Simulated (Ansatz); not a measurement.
## Nb3Pb: eigenvalues along the path

```
CELL_PARAMETERS angstrom
5.31900 0.00000 0.00000
0.00000 5.31900 0.00000
0.00000 0.00000 5.31900
ATOMIC_POSITIONS crystal
Nb 0.25000 0.00000 0.50000
Nb 0.50000 0.75000 0.00000
Nb 0.75000 0.00000 0.50000
Nb 0.50000 0.25000 0.00000
Nb 0.00000 0.50000 0.75000
Nb 0.00000 0.50000 0.25000
Pb 0.00000 0.00000 0.00000
Pb 0.50000 0.50000 0.50000
```

Atom numbers follow the list: Nb1, Nb2, Nb3, Nb4, Nb5, Nb6, Pb7, Pb8.

The cell is COD entry 1522362, as deposited and not checked against the literature; nothing was relaxed.

Spin–orbit coupling is left out, though it moves levels of the heavy atoms by tenths of an eV or more.

All numbers below come from Ansatz 0.2.0, DFT, PBE, all-electron LAPW, scalar-relativistic.

Settings: a Γ-centred 6×6×6 k mesh, Fermi–Dirac smearing of 0.05 eV, basis error target 1 meV/atom, no spin polarisation.

Path points, in fractions of the reciprocal vectors: Γ (0.000, 0.000, 0.000), X (0.000, 0.500, 0.000), M (0.500, 0.500, 0.000), R (0.500, 0.500, 0.500). Levels in eV from the Fermi level; bands 95 to 146, counted from the lowest band of the run. The gap is zero.

```
# k(1/Å) point b95 b96 b97 b98 b99 b100 b101 b102 b103 b104 b105 b106 b107 b108 b109 b110 b111 b112 b113 b114 b115 b116 b117 b118 b119 b120 b121 b122 b123 b124 b125 b126 b127 b128 b129 b130 b131 b132 b133 b134 b135 b136 b137 b138 b139 b140 b141 b142 b143 b144 b145 b146
0.000 Γ -16.67 -16.67 -16.64 -16.64 -16.60 -16.60 -16.60 -16.58 -16.58 -16.58 -10.33 -9.12 -3.61 -3.61 -3.61 -3.22 -3.22 -3.22 -2.73 -2.73 -2.39 -1.90 -1.90 -1.90 -1.47 -0.47 -0.47 -0.47 -0.10 -0.10 1.47 2.22 2.22 2.22 3.30 3.30 3.71 3.71 3.71 3.76 3.76 3.76 3.86 3.86 4.08 5.11 5.11 5.11 6.56 6.56 6.56 8.82
0.074 - -16.67 -16.67 -16.64 -16.64 -16.60 -16.60 -16.60 -16.58 -16.58 -16.58 -10.31 -9.13 -3.60 -3.60 -3.58 -3.34 -3.21 -3.21 -2.76 -2.65 -2.34 -1.92 -1.91 -1.91 -1.46 -0.48 -0.46 -0.46 -0.09 -0.09 1.53 2.21 2.21 2.21 3.24 3.26 3.67 3.67 3.73 3.73 3.76 3.77 3.79 3.85 4.02 5.08 5.08 5.20 6.56 6.56 6.60 8.71
0.148 - -16.67 -16.67 -16.64 -16.64 -16.61 -16.61 -16.60 -16.59 -16.59 -16.59 -10.26 -9.14 -3.58 -3.57 -3.57 -3.55 -3.17 -3.17 -2.82 -2.47 -2.23 -1.96 -1.91 -1.91 -1.42 -0.49 -0.44 -0.44 -0.07 -0.06 1.72 2.17 2.18 2.18 3.09 3.16 3.56 3.56 3.56 3.68 3.68 3.77 3.86 3.87 3.90 5.00 5.00 5.42 6.55 6.55 6.68 8.43
0.221 - -16.67 -16.67 -16.64 -16.64 -16.61 -16.61 -16.60 -16.59 -16.59 -16.59 -10.17 -9.16 -3.84 -3.57 -3.53 -3.53 -3.11 -3.11 -2.81 -2.24 -2.11 -1.99 -1.90 -1.90 -1.36 -0.51 -0.44 -0.44 -0.07 -0.04 1.93 2.12 2.14 2.14 2.94 3.04 3.38 3.40 3.40 3.57 3.63 3.63 3.77 3.93 3.98 4.87 4.87 5.71 6.53 6.53 6.75 8.11
0.295 - -16.67 -16.66 -16.65 -16.64 -16.61 -16.61 -16.60 -16.59 -16.59 -16.59 -10.05 -9.19 -4.08 -3.73 -3.49 -3.49 -3.05 -3.05 -2.65 -2.10 -2.01 -1.86 -1.86 -1.85 -1.28 -0.54 -0.47 -0.47 -0.09 -0.03 1.75 2.11 2.11 2.37 2.80 2.91 3.23 3.23 3.27 3.40 3.58 3.58 3.62 4.00 4.06 4.70 4.70 5.99 6.47 6.47 6.80 7.90
0.369 - -16.67 -16.66 -16.65 -16.64 -16.62 -16.62 -16.60 -16.59 -16.59 -16.59 -9.92 -9.24 -4.28 -3.96 -3.45 -3.45 -2.98 -2.98 -2.38 -2.05 -1.99 -1.78 -1.78 -1.48 -1.18 -0.59 -0.55 -0.55 -0.18 -0.06 1.45 2.09 2.09 2.60 2.68 2.79 2.87 3.07 3.07 3.45 3.56 3.56 3.71 4.07 4.12 4.53 4.53 6.15 6.39 6.39 6.84 7.83
0.443 - -16.67 -16.66 -16.65 -16.64 -16.62 -16.62 -16.60 -16.59 -16.59 -16.59 -9.77 -9.31 -4.42 -4.18 -3.42 -3.42 -2.93 -2.93 -2.12 -2.03 -1.88 -1.65 -1.65 -1.09 -1.07 -0.69 -0.69 -0.66 -0.36 -0.11 1.25 2.09 2.09 2.38 2.60 2.69 2.75 2.93 2.93 3.28 3.59 3.59 4.12 4.16 4.24 4.35 4.35 6.13 6.30 6.30 6.88 7.70
0.517 - -16.67 -16.66 -16.65 -16.64 -16.63 -16.63 -16.60 -16.59 -16.59 -16.59 -9.63 -9.39 -4.48 -4.35 -3.41 -3.41 -2.89 -2.89 -2.05 -2.02 -1.53 -1.51 -1.51 -0.95 -0.85 -0.85 -0.82 -0.74 -0.56 -0.21 1.24 1.88 2.10 2.10 2.56 2.61 2.83 2.83 2.87 3.13 3.64 3.64 4.15 4.18 4.21 4.21 4.86 5.91 6.24 6.24 6.94 7.36
0.591 X -16.66 -16.66 -16.64 -16.64 -16.63 -16.63 -16.60 -16.60 -16.59 -16.59 -9.50 -9.50 -4.45 -4.45 -3.40 -3.40 -2.88 -2.88 -2.03 -2.03 -1.42 -1.42 -1.12 -1.12 -0.94 -0.94 -0.84 -0.84 -0.37 -0.37 1.47 1.47 2.10 2.10 2.57 2.57 2.79 2.79 3.00 3.00 3.68 3.68 4.14 4.14 4.17 4.17 5.46 5.46 6.21 6.21 7.09 7.09
0.664 - -16.66 -16.66 -16.64 -16.64 -16.63 -16.63 -16.60 -16.60 -16.59 -16.59 -9.49 -9.49 -4.46 -4.46 -3.42 -3.38 -2.87 -2.86 -2.04 -1.99 -1.47 -1.44 -1.19 -1.09 -1.02 -0.86 -0.81 -0.76 -0.35 -0.34 1.45 1.46 2.01 2.07 2.42 2.65 2.69 2.87 2.98 3.03 3.63 3.64 4.11 4.14 4.19 4.25 5.38 5.51 6.18 6.30 7.10 7.10
0.738 - -16.66 -16.66 -16.65 -16.64 -16.63 -16.63 -16.60 -16.60 -16.60 -16.59 -9.46 -9.46 -4.48 -4.47 -3.45 -3.32 -2.83 -2.79 -2.06 -1.89 -1.58 -1.47 -1.29 -1.15 -1.00 -0.73 -0.73 -0.64 -0.29 -0.27 1.39 1.42 1.81 2.01 2.18 2.44 2.81 2.90 2.93 3.08 3.51 3.58 4.04 4.09 4.22 4.44 5.23 5.56 6.10 6.49 7.13 7.21
0.812 - -16.66 -16.66 -16.65 -16.64 -16.63 -16.62 -16.60 -16.60 -16.59 -16.59 -9.42 -9.42 -4.53 -4.51 -3.44 -3.22 -2.78 -2.70 -2.12 -1.73 -1.70 -1.51 -1.40 -1.29 -0.85 -0.61 -0.61 -0.52 -0.18 -0.17 1.29 1.36 1.59 1.90 1.96 2.13 2.83 2.86 2.97 3.10 3.39 3.55 3.95 3.96 4.24 4.68 5.04 5.47 5.99 6.66 7.25 7.52
0.886 - -16.66 -16.66 -16.65 -16.64 -16.63 -16.62 -16.61 -16.60 -16.59 -16.59 -9.37 -9.37 -4.63 -4.54 -3.36 -3.09 -2.71 -2.61 -2.21 -1.78 -1.65 -1.54 -1.44 -1.41 -0.65 -0.51 -0.47 -0.39 -0.11 -0.02 1.16 1.30 1.36 1.61 1.81 1.93 2.70 2.75 3.00 3.12 3.40 3.55 3.73 3.87 4.26 4.83 4.94 5.24 5.87 6.74 7.52 7.88
0.960 - -16.66 -16.66 -16.64 -16.64 -16.64 -16.62 -16.61 -16.61 -16.59 -16.59 -9.31 -9.31 -4.76 -4.57 -3.21 -2.93 -2.64 -2.53 -2.28 -1.82 -1.78 -1.60 -1.55 -1.24 -0.42 -0.37 -0.32 -0.26 -0.03 0.16 1.02 1.14 1.24 1.33 1.49 1.88 2.56 2.62 2.82 3.25 3.45 3.51 3.55 3.79 4.28 4.61 4.96 5.20 5.77 6.75 7.59 7.90
1.034 - -16.66 -16.66 -16.64 -16.64 -16.64 -16.62 -16.62 -16.61 -16.59 -16.59 -9.26 -9.26 -4.87 -4.60 -3.03 -2.76 -2.59 -2.50 -2.32 -1.99 -1.85 -1.77 -1.56 -1.08 -0.18 -0.17 -0.16 -0.12 0.05 0.34 0.88 0.92 1.07 1.20 1.20 1.73 2.44 2.51 2.63 3.19 3.36 3.56 3.64 3.71 4.29 4.45 4.68 5.41 5.68 6.75 7.37 8.31
1.107 - -16.66 -16.66 -16.65 -16.64 -16.64 -16.62 -16.62 -16.61 -16.59 -16.59 -9.23 -9.23 -4.96 -4.62 -2.82 -2.61 -2.55 -2.49 -2.33 -2.20 -1.92 -1.87 -1.57 -0.99 -0.01 0.00 0.03 0.07 0.14 0.54 0.75 0.76 0.86 0.97 1.15 1.47 2.37 2.46 2.50 2.99 3.45 3.56 3.63 3.78 4.31 4.37 4.45 5.56 5.63 6.75 7.22 8.69
1.181 M -16.66 -16.66 -16.65 -16.64 -16.64 -16.62 -16.62 -16.61 -16.59 -16.59 -9.22 -9.22 -4.99 -4.63 -2.70 -2.53 -2.53 -2.49 -2.33 -2.33 -1.99 -1.88 -1.57 -0.97 0.06 0.06 0.14 0.18 0.18 0.68 0.70 0.70 0.77 0.87 1.06 1.34 2.34 2.45 2.45 2.91 3.52 3.56 3.56 3.85 4.31 4.34 4.34 5.61 5.61 6.75 7.17 8.85
1.286 - -16.66 -16.66 -16.64 -16.64 -16.64 -16.62 -16.62 -16.61 -16.59 -16.59 -9.26 -9.22 -4.93 -4.61 -2.90 -2.66 -2.56 -2.48 -2.35 -2.11 -1.87 -1.86 -1.56 -1.02 -0.07 -0.07 -0.04 0.02 0.09 0.50 0.66 0.81 0.94 1.04 1.35 1.54 2.40 2.46 2.55 3.06 3.41 3.57 3.65 3.74 4.30 4.30 4.60 5.49 5.66 6.75 7.27 8.59
1.390 - -16.66 -16.66 -16.65 -16.64 -16.64 -16.62 -16.62 -16.61 -16.59 -16.59 -9.40 -9.22 -4.76 -4.55 -3.15 -2.89 -2.63 -2.47 -2.42 -1.88 -1.84 -1.79 -1.44 -1.19 -0.49 -0.29 -0.28 -0.21 0.01 0.16 0.77 1.09 1.29 1.38 1.81 1.93 2.51 2.54 2.74 3.28 3.40 3.59 3.60 3.73 4.15 4.27 5.12 5.24 5.81 6.77 7.50 8.17
1.495 - -16.67 -16.66 -16.65 -16.64 -16.63 -16.62 -16.61 -16.61 -16.59 -16.59 -9.59 -9.21 -4.54 -4.40 -3.34 -3.11 -2.74 -2.52 -2.46 -1.94 -1.84 -1.83 -1.43 -1.26 -0.97 -0.44 -0.36 -0.34 -0.14 0.03 1.00 1.39 1.71 1.74 2.26 2.32 2.64 2.74 2.92 3.17 3.51 3.62 3.74 3.80 3.94 4.20 4.99 5.59 6.02 6.95 7.82 7.83
1.599 - -16.67 -16.66 -16.65 -16.64 -16.62 -16.61 -16.60 -16.60 -16.59 -16.59 -9.81 -9.20 -4.30 -4.13 -3.43 -3.28 -2.88 -2.64 -2.59 -2.14 -1.89 -1.88 -1.68 -1.42 -1.20 -0.48 -0.42 -0.32 -0.21 0.04 1.34 1.68 2.03 2.14 2.60 2.68 2.88 2.92 3.11 3.17 3.44 3.49 3.65 3.84 4.10 4.29 4.86 5.71 6.23 7.40 7.52 7.63
1.703 - -16.67 -16.66 -16.65 -16.64 -16.61 -16.61 -16.60 -16.60 -16.59 -16.59 -10.01 -9.18 -4.02 -3.85 -3.46 -3.42 -3.01 -2.92 -2.73 -2.23 -1.94 -1.92 -1.90 -1.78 -1.27 -0.46 -0.45 -0.40 -0.09 0.03 1.72 1.93 2.15 2.45 2.54 2.98 3.05 3.18 3.31 3.34 3.42 3.57 3.67 3.86 3.98 4.69 4.86 5.58 6.41 7.09 7.19 8.24
1.808 - -16.67 -16.67 -16.64 -16.64 -16.61 -16.61 -16.60 -16.59 -16.59 -16.59 -10.18 -9.15 -3.72 -3.65 -3.53 -3.43 -3.23 -3.12 -2.75 -2.39 -2.12 -1.95 -1.93 -1.92 -1.37 -0.47 -0.44 -0.43 -0.06 -0.02 1.94 2.02 2.11 2.23 2.90 3.07 3.39 3.46 3.54 3.55 3.63 3.71 3.75 3.84 3.87 4.95 5.00 5.38 6.52 6.70 6.90 8.43
1.912 - -16.67 -16.67 -16.64 -16.64 -16.60 -16.60 -16.60 -16.59 -16.59 -16.58 -10.29 -9.13 -3.62 -3.59 -3.53 -3.37 -3.27 -3.19 -2.73 -2.62 -2.30 -1.93 -1.92 -1.91 -1.45 -0.47 -0.46 -0.46 -0.08 -0.08 1.60 2.17 2.20 2.22 3.18 3.22 3.64 3.67 3.68 3.73 3.74 3.77 3.79 3.80 3.97 5.06 5.12 5.20 6.56 6.56 6.66 8.69
2.017 Γ -16.67 -16.67 -16.64 -16.64 -16.60 -16.60 -16.60 -16.58 -16.58 -16.58 -10.33 -9.12 -3.61 -3.61 -3.61 -3.22 -3.22 -3.22 -2.73 -2.73 -2.39 -1.90 -1.90 -1.90 -1.47 -0.47 -0.47 -0.47 -0.10 -0.10 1.47 2.22 2.22 2.22 3.30 3.30 3.71 3.71 3.71 3.76 3.76 3.76 3.86 3.86 4.08 5.11 5.11 5.11 6.56 6.56 6.56 8.82
2.144 - -16.67 -16.67 -16.64 -16.64 -16.60 -16.60 -16.60 -16.59 -16.59 -16.59 -10.27 -9.14 -3.61 -3.61 -3.48 -3.40 -3.26 -3.26 -2.65 -2.65 -2.26 -1.93 -1.93 -1.92 -1.43 -0.47 -0.46 -0.46 -0.07 -0.07 1.66 2.16 2.16 2.24 3.15 3.15 3.64 3.67 3.67 3.70 3.72 3.72 3.79 3.79 3.92 5.08 5.08 5.22 6.48 6.68 6.68 8.76
2.272 - -16.67 -16.67 -16.64 -16.64 -16.61 -16.61 -16.60 -16.59 -16.59 -16.59 -10.11 -9.16 -3.76 -3.66 -3.66 -3.27 -3.27 -3.14 -2.52 -2.52 -2.02 -1.95 -1.89 -1.89 -1.33 -0.45 -0.43 -0.43 -0.02 -0.02 1.93 1.93 2.12 2.32 2.87 2.87 3.38 3.38 3.39 3.43 3.53 3.53 3.74 3.86 3.86 4.90 4.90 5.44 6.28 7.09 7.09 8.64
2.400 - -16.66 -16.66 -16.64 -16.64 -16.61 -16.61 -16.60 -16.60 -16.59 -16.59 -9.87 -9.17 -4.09 -3.77 -3.77 -3.20 -3.20 -2.67 -2.41 -2.41 -1.97 -1.78 -1.68 -1.68 -1.20 -0.42 -0.42 -0.38 -0.07 -0.07 1.52 1.52 2.30 2.55 2.55 2.75 3.00 3.06 3.06 3.19 3.30 3.30 3.63 3.87 3.87 4.62 4.62 5.69 6.05 7.48 7.74 7.74
2.528 - -16.66 -16.66 -16.65 -16.65 -16.62 -16.62 -16.61 -16.61 -16.60 -16.60 -9.59 -9.16 -4.31 -3.86 -3.86 -3.13 -3.13 -2.33 -2.24 -2.24 -1.90 -1.55 -1.34 -1.34 -1.03 -0.46 -0.46 -0.24 -0.22 -0.22 1.07 1.07 2.13 2.13 2.38 2.53 2.74 2.81 2.81 3.08 3.08 3.51 3.62 3.78 3.78 4.30 4.30 5.88 5.90 6.33 8.47 8.47
2.656 - -16.65 -16.65 -16.65 -16.65 -16.62 -16.62 -16.62 -16.61 -16.61 -16.61 -9.33 -9.12 -4.35 -3.90 -3.90 -3.07 -3.07 -2.32 -2.01 -2.01 -1.80 -1.34 -0.98 -0.98 -0.74 -0.74 -0.67 -0.19 -0.19 -0.10 0.68 0.68 1.61 1.61 2.20 2.45 2.59 2.59 2.63 2.92 2.92 3.39 3.51 3.51 3.96 4.03 4.03 5.35 5.94 6.02 8.97 8.97
2.784 - -16.65 -16.65 -16.65 -16.65 -16.63 -16.63 -16.63 -16.62 -16.61 -16.61 -9.13 -9.06 -4.21 -3.84 -3.84 -3.08 -3.08 -2.56 -1.75 -1.75 -1.74 -1.17 -1.10 -1.10 -0.54 -0.54 -0.20 -0.08 -0.05 -0.05 0.41 0.41 1.05 1.05 2.18 2.39 2.39 2.50 2.53 2.85 2.85 3.13 3.13 3.29 3.77 3.77 3.87 4.57 6.25 6.28 9.44 9.44
2.912 - -16.65 -16.65 -16.65 -16.65 -16.63 -16.63 -16.63 -16.62 -16.62 -16.62 -9.02 -9.01 -3.90 -3.70 -3.70 -3.23 -3.23 -2.99 -1.59 -1.52 -1.52 -1.25 -1.25 -1.16 -0.21 -0.21 -0.05 0.08 0.08 0.11 0.25 0.25 0.53 0.53 2.30 2.30 2.36 2.40 2.66 2.66 2.69 3.01 3.01 3.23 3.49 3.49 3.54 3.89 6.68 6.71 9.88 9.88
3.040 R -16.65 -16.65 -16.65 -16.65 -16.62 -16.62 -16.62 -16.62 -16.62 -16.62 -8.99 -8.99 -3.47 -3.47 -3.47 -3.47 -3.47 -3.47 -1.35 -1.35 -1.35 -1.35 -1.35 -1.35 0.09 0.09 0.09 0.09 0.09 0.09 0.19 0.19 0.19 0.19 2.39 2.39 2.39 2.39 2.39 2.39 3.21 3.21 3.21 3.21 3.21 3.21 3.30 3.30 6.93 6.93 10.20 10.20
3.144 - -16.65 -16.65 -16.65 -16.65 -16.63 -16.63 -16.62 -16.62 -16.62 -16.62 -9.01 -9.01 -3.79 -3.79 -3.45 -3.45 -3.13 -3.13 -1.53 -1.53 -1.40 -1.40 -1.20 -1.20 -0.18 -0.18 0.05 0.05 0.13 0.13 0.25 0.25 0.42 0.42 2.27 2.27 2.41 2.41 2.60 2.60 2.84 2.84 3.22 3.22 3.34 3.34 3.68 3.68 6.76 6.76 9.98 9.98
3.248 - -16.65 -16.65 -16.65 -16.65 -16.63 -16.63 -16.62 -16.62 -16.62 -16.62 -9.06 -9.06 -4.07 -4.07 -3.41 -3.41 -2.85 -2.85 -1.69 -1.69 -1.49 -1.49 -1.10 -1.10 -0.43 -0.43 0.01 0.01 0.05 0.05 0.35 0.35 0.75 0.75 2.23 2.23 2.44 2.44 2.62 2.62 2.90 2.90 3.29 3.29 3.52 3.52 4.14 4.14 6.41 6.41 9.76 9.76
3.353 - -16.65 -16.65 -16.65 -16.65 -16.63 -16.63 -16.61 -16.61 -16.61 -16.61 -9.14 -9.14 -4.28 -4.28 -3.37 -3.37 -2.67 -2.67 -1.82 -1.82 -1.52 -1.52 -1.17 -1.17 -0.55 -0.55 -0.17 -0.17 0.10 0.10 0.47 0.47 1.03 1.03 2.26 2.26 2.48 2.48 2.58 2.58 3.13 3.13 3.46 3.46 3.74 3.74 4.58 4.58 6.11 6.11 9.23 9.23
3.457 - -16.66 -16.66 -16.65 -16.65 -16.63 -16.63 -16.61 -16.61 -16.61 -16.61 -9.24 -9.24 -4.40 -4.40 -3.35 -3.35 -2.61 -2.61 -1.93 -1.93 -1.44 -1.44 -1.37 -1.37 -0.58 -0.58 -0.36 -0.36 0.09 0.09 0.66 0.66 1.26 1.26 2.34 2.34 2.57 2.57 2.68 2.68 3.23 3.23 3.71 3.71 3.95 3.95 5.00 5.00 5.98 5.98 8.56 8.56
3.562 - -16.66 -16.66 -16.65 -16.65 -16.63 -16.63 -16.60 -16.60 -16.60 -16.60 -9.34 -9.34 -4.46 -4.46 -3.37 -3.37 -2.65 -2.65 -1.95 -1.95 -1.55 -1.55 -1.34 -1.34 -0.68 -0.68 -0.47 -0.47 -0.03 -0.03 0.99 0.99 1.44 1.44 2.38 2.38 2.66 2.66 2.86 2.86 3.32 3.32 3.94 3.94 4.10 4.10 5.33 5.33 6.02 6.02 7.87 7.87
3.666 - -16.66 -16.66 -16.65 -16.65 -16.63 -16.63 -16.60 -16.60 -16.60 -16.60 -9.43 -9.43 -4.47 -4.47 -3.39 -3.39 -2.75 -2.75 -1.95 -1.95 -1.59 -1.59 -1.26 -1.26 -0.82 -0.82 -0.58 -0.58 -0.19 -0.19 1.30 1.30 1.67 1.67 2.43 2.43 2.74 2.74 2.98 2.98 3.45 3.45 4.10 4.10 4.19 4.19 5.44 5.44 6.21 6.21 7.34 7.34
3.770 - -16.66 -16.66 -16.64 -16.64 -16.63 -16.63 -16.60 -16.60 -16.59 -16.59 -9.48 -9.48 -4.46 -4.46 -3.40 -3.40 -2.84 -2.84 -2.00 -2.00 -1.48 -1.48 -1.18 -1.18 -0.92 -0.92 -0.73 -0.73 -0.32 -0.32 1.44 1.44 1.96 1.96 2.50 2.50 2.79 2.79 3.01 3.01 3.60 3.60 4.13 4.13 4.22 4.22 5.44 5.44 6.26 6.26 7.12 7.12
3.875 X -16.66 -16.66 -16.64 -16.64 -16.63 -16.63 -16.60 -16.60 -16.59 -16.59 -9.50 -9.50 -4.45 -4.45 -3.40 -3.40 -2.88 -2.88 -2.03 -2.03 -1.42 -1.42 -1.12 -1.12 -0.94 -0.94 -0.84 -0.84 -0.37 -0.37 1.47 1.47 2.10 2.10 2.57 2.57 2.79 2.79 3.00 3.00 3.68 3.68 4.14 4.14 4.17 4.17 5.46 5.46 6.21 6.21 7.09 7.09
4.710 R -16.65 -16.65 -16.65 -16.65 -16.62 -16.62 -16.62 -16.62 -16.62 -16.62 -8.99 -8.99 -3.47 -3.47 -3.47 -3.47 -3.47 -3.47 -1.35 -1.35 -1.35 -1.35 -1.35 -1.35 0.09 0.09 0.09 0.09 0.09 0.09 0.19 0.19 0.19 0.19 2.39 2.39 2.39 2.39 2.39 2.39 3.21 3.21 3.21 3.21 3.21 3.21 3.30 3.30 6.93 6.93 10.20 10.20
4.784 - -16.65 -16.65 -16.65 -16.65 -16.63 -16.62 -16.62 -16.62 -16.62 -16.62 -9.00 -9.00 -3.76 -3.66 -3.44 -3.44 -3.29 -3.20 -1.47 -1.46 -1.39 -1.39 -1.23 -1.23 -0.18 0.03 0.03 0.03 0.20 0.20 0.20 0.26 0.29 0.29 2.24 2.37 2.37 2.40 2.53 2.54 2.95 3.00 3.11 3.11 3.40 3.46 3.46 3.52 6.84 6.84 9.97 9.99
4.858 - -16.65 -16.65 -16.65 -16.65 -16.63 -16.62 -16.62 -16.62 -16.62 -16.62 -9.02 -9.02 -4.04 -3.86 -3.36 -3.36 -3.13 -2.97 -1.57 -1.55 -1.50 -1.50 -1.13 -1.12 -0.45 -0.03 -0.03 0.02 0.21 0.21 0.30 0.36 0.43 0.43 2.07 2.33 2.33 2.47 2.66 2.74 2.81 2.84 3.07 3.07 3.56 3.69 3.69 3.88 6.62 6.62 9.76 9.78
4.932 - -16.65 -16.65 -16.65 -16.65 -16.64 -16.62 -16.62 -16.62 -16.62 -16.61 -9.06 -9.06 -4.30 -4.05 -3.24 -3.24 -2.98 -2.80 -1.65 -1.65 -1.63 -1.62 -1.16 -1.05 -0.54 -0.06 -0.06 0.06 0.22 0.22 0.26 0.55 0.57 0.57 1.90 2.28 2.28 2.36 2.57 2.77 2.85 3.12 3.12 3.19 3.72 3.93 3.93 4.28 6.33 6.33 9.53 9.68
5.005 - -16.66 -16.66 -16.65 -16.65 -16.64 -16.62 -16.62 -16.61 -16.61 -16.61 -9.11 -9.11 -4.54 -4.24 -3.09 -3.09 -2.84 -2.71 -1.81 -1.81 -1.71 -1.63 -1.37 -1.01 -0.40 -0.07 -0.07 0.15 0.21 0.22 0.22 0.68 0.68 0.77 1.73 2.09 2.27 2.27 2.46 2.85 3.03 3.22 3.22 3.50 3.88 4.13 4.13 4.74 6.05 6.05 9.30 9.73
5.079 - -16.66 -16.66 -16.64 -16.64 -16.64 -16.62 -16.62 -16.61 -16.60 -16.60 -9.15 -9.15 -4.73 -4.40 -2.92 -2.92 -2.72 -2.69 -1.97 -1.97 -1.79 -1.61 -1.58 -0.98 -0.15 -0.05 -0.05 0.17 0.22 0.22 0.29 0.72 0.72 0.99 1.55 1.78 2.30 2.30 2.39 2.90 3.22 3.35 3.35 3.69 4.06 4.27 4.27 5.23 5.83 5.83 8.94 9.18
5.153 - -16.66 -16.66 -16.64 -16.64 -16.64 -16.62 -16.62 -16.61 -16.60 -16.60 -9.19 -9.19 -4.87 -4.52 -2.76 -2.76 -2.69 -2.61 -2.12 -2.12 -1.88 -1.74 -1.59 -0.97 -0.01 -0.01 0.13 0.15 0.21 0.21 0.46 0.73 0.73 1.17 1.36 1.45 2.35 2.37 2.37 2.92 3.38 3.46 3.46 3.79 4.20 4.33 4.33 5.69 5.69 5.77 8.28 8.99
5.227 - -16.66 -16.66 -16.65 -16.64 -16.64 -16.62 -16.62 -16.61 -16.59 -16.59 -9.21 -9.21 -4.96 -4.60 -2.70 -2.62 -2.62 -2.53 -2.25 -2.25 -1.96 -1.84 -1.57 -0.97 0.03 0.03 0.14 0.19 0.19 0.43 0.65 0.71 0.71 1.12 1.18 1.29 2.34 2.42 2.42 2.92 3.49 3.53 3.53 3.84 4.29 4.35 4.35 5.63 5.63 6.32 7.63 8.89
5.301 M -16.66 -16.66 -16.65 -16.64 -16.64 -16.62 -16.62 -16.61 -16.59 -16.59 -9.22 -9.22 -4.99 -4.63 -2.70 -2.53 -2.53 -2.49 -2.33 -2.33 -1.99 -1.88 -1.57 -0.97 0.06 0.06 0.14 0.18 0.18 0.68 0.70 0.70 0.77 0.87 1.06 1.34 2.34 2.45 2.45 2.91 3.52 3.56 3.56 3.85 4.31 4.34 4.34 5.61 5.61 6.75 7.17 8.85
```
